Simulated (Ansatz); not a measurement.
## Electric field gradients in VOF3

The cell is a refined structure from the COD, ions relaxed with PBE at fixed cell.

Space group P2_1/c (No. 14); a = 5.5690, b = 5.0070, c = 9.3410 Å, β = 91.32°.

```csv
site,Wyckoff,site symmetry,x,y,z
V,4e,1,0.6768,0.9189,0.3773
O,4e,1,0.8061,0.6676,0.4405
F9,4e,1,0.6505,0.1386,0.5467
F13,4e,1,0.9085,0.1179,0.3178
F17,4e,1,0.5538,0.8019,0.2110
```

One atom of each set is listed.

All values are calculated (Ansatz; DFT, PBE, plane waves and PAW, scalar-relativistic, 420 eV cutoff, Γ-centred 4×5×3 k-points, Fermi–Dirac smearing 0.02 eV), not measured.

Conventions: |V_zz| ≥ |V_yy| ≥ |V_xx|, η = (V_xx − V_yy)/V_zz, C_Q = eQV_zz/h. ν_Q = 3|C_Q|/[2I(2I − 1)].

51V: I = 7/2, Q = -52.00 mb; ¹⁷O: I = 5/2, Q = -25.58 mb. Nuclear quadrupole moments: year-2017 set (Pyykkö).

| site | atoms | first shell | C_Q (MHz) | η | ν_Q (MHz) |
| --- | --- | --- | --- | --- | --- |
| V | 4 | 1 O at 1.56 Å, 4 F at 1.73–1.99 Å | 5.33 | 0.69 | 0.381 |
| O | 4 | 1 V at 1.56 Å | 1.45 | 0.70 | 0.218 |

At O V_zz points along its bond to V (within 4°).

F has no stable isotope with a ground-state quadrupole moment in the table, so these sites are left out.
